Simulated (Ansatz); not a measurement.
ScPtN$_{2}$:
```cif
data_N2PtSc
_chemical_formula_sum 'Sc1 Pt1 N2'
_space_group_name_H-M_alt 'P 1'
_space_group_IT_number 1
_cell_length_a 6.26309
_cell_length_b 6.26309
_cell_length_c 6.26309
_cell_angle_alpha 29.508
_cell_angle_beta 29.508
_cell_angle_gamma 29.508
loop_
_space_group_symop_operation_xyz
  'x, y, z'
loop_
_atom_site_label
_atom_site_type_symbol
_atom_site_fract_x
_atom_site_fract_y
_atom_site_fract_z
_atom_site_occupancy
Sc1 Sc 0.50000 0.50000 0.50000 1
Pt1 Pt 0.00000 0.00000 0.00000 1
N1 N 0.89577 0.89577 0.89577 1
N2 N 0.10423 0.10423 0.10423 1
```

Relaxed with PBEsol.

### Question
Which orbitals make up the states near the Fermi level in PBEsol (plane waves, PAW; program Ansatz)?

### Answer
Within 0.5 eV of the Fermi level: N 2p 47 %, Pt 5d 35 %, Sc 3d 10 %. Projections are on Löwdin-orthogonalised atomic valence shells; empty p or d shells of many metals are not among them.

### Question
Tabulate the density of states.

### Answer
States/eV per cell of 4 atoms, in 0.25 eV bins, energy from the Fermi level.

| E (eV) | total | N 2p | Pt 5d | Sc 3d |
|---|---|---|---|---|
| -7.85 | 0.00 | 0.00 | 0.00 | 0.00 |
| -7.60 | 0.00 | 0.00 | 0.00 | 0.00 |
| -7.35 | 0.00 | 0.00 | 0.00 | 0.00 |
| -7.10 | 0.04 | 0.02 | 0.01 | 0.00 |
| -6.85 | 0.22 | 0.12 | 0.06 | 0.02 |
| -6.60 | 0.43 | 0.22 | 0.12 | 0.03 |
| -6.35 | 1.34 | 0.66 | 0.41 | 0.11 |
| -6.10 | 1.99 | 0.98 | 0.63 | 0.16 |
| -5.85 | 4.13 | 1.94 | 1.50 | 0.31 |
| -5.60 | 2.96 | 1.13 | 1.41 | 0.20 |
| -5.35 | 2.70 | 0.92 | 1.39 | 0.14 |
| -5.10 | 1.99 | 0.63 | 0.98 | 0.11 |
| -4.85 | 1.98 | 0.65 | 0.96 | 0.11 |
| -4.60 | 3.81 | 1.29 | 1.82 | 0.27 |
| -4.35 | 5.64 | 1.78 | 2.97 | 0.34 |
| -4.10 | 4.32 | 1.38 | 2.24 | 0.25 |
| -3.85 | 2.37 | 0.87 | 1.19 | 0.15 |
| -3.60 | 4.23 | 1.91 | 1.86 | 0.23 |
| -3.35 | 1.36 | 0.39 | 0.85 | 0.07 |
| -3.10 | 1.77 | 0.45 | 1.17 | 0.09 |
| -2.85 | 1.89 | 0.73 | 0.92 | 0.14 |
| -2.60 | 4.13 | 2.28 | 1.17 | 0.50 |
| -2.35 | 4.98 | 2.82 | 1.36 | 0.66 |
| -2.10 | 4.14 | 2.24 | 1.36 | 0.42 |
| -1.85 | 3.95 | 1.84 | 1.69 | 0.30 |
| -1.60 | 2.84 | 1.23 | 1.30 | 0.19 |
| -1.35 | 2.45 | 0.94 | 1.24 | 0.12 |
| -1.10 | 1.50 | 0.70 | 0.54 | 0.10 |
| -0.85 | 1.15 | 0.41 | 0.48 | 0.10 |
| -0.60 | 1.55 | 0.56 | 0.66 | 0.14 |
| -0.35 | 2.54 | 1.04 | 1.00 | 0.31 |
| -0.10 | 4.07 | 1.85 | 1.47 | 0.46 |
| 0.15 | 4.78 | 2.48 | 1.58 | 0.41 |
| 0.40 | 2.94 | 1.42 | 0.99 | 0.24 |
| 0.65 | 2.91 | 1.03 | 1.13 | 0.18 |
| 0.90 | 0.70 | 0.31 | 0.25 | 0.04 |
| 1.15 | 0.19 | 0.13 | 0.05 | 0.01 |
| 1.40 | 0.03 | 0.02 | 0.01 | 0.00 |
| 1.65 | 0.00 | 0.00 | 0.00 | 0.00 |
| 1.90 | 0.00 | 0.00 | 0.00 | 0.00 |
| 2.15 | 0.02 | 0.00 | 0.00 | 0.01 |
| 2.40 | 0.18 | 0.02 | 0.01 | 0.09 |
| 2.65 | 0.38 | 0.04 | 0.02 | 0.21 |
| 2.90 | 0.67 | 0.08 | 0.03 | 0.41 |
| 3.15 | 1.34 | 0.16 | 0.04 | 0.91 |
| 3.40 | 2.24 | 0.23 | 0.05 | 1.65 |
| 3.65 | 2.75 | 0.25 | 0.05 | 2.13 |
| 3.90 | 2.09 | 0.16 | 0.03 | 1.66 |
| 4.15 | 2.43 | 0.26 | 0.04 | 1.72 |
| 4.40 | 2.95 | 0.33 | 0.05 | 2.00 |
| 4.65 | 2.67 | 0.28 | 0.04 | 1.91 |

Space group R-3m. The start of the workflow was typed in or built on a structure type; neither database checked (COD, Materials Project) lists it. Whether it is the stable phase at ambient conditions was not checked. The cell was relaxed with PBEsol under the symmetry of its start; its stability against distortions is not shown here. No spin polarisation was allowed. With an odd number of electrons in the cell and no spin polarisation, the count alone makes it a metal. Spin–orbit coupling is left out wherever it is not named.

Potentials: the later of the program's two PAW sets.
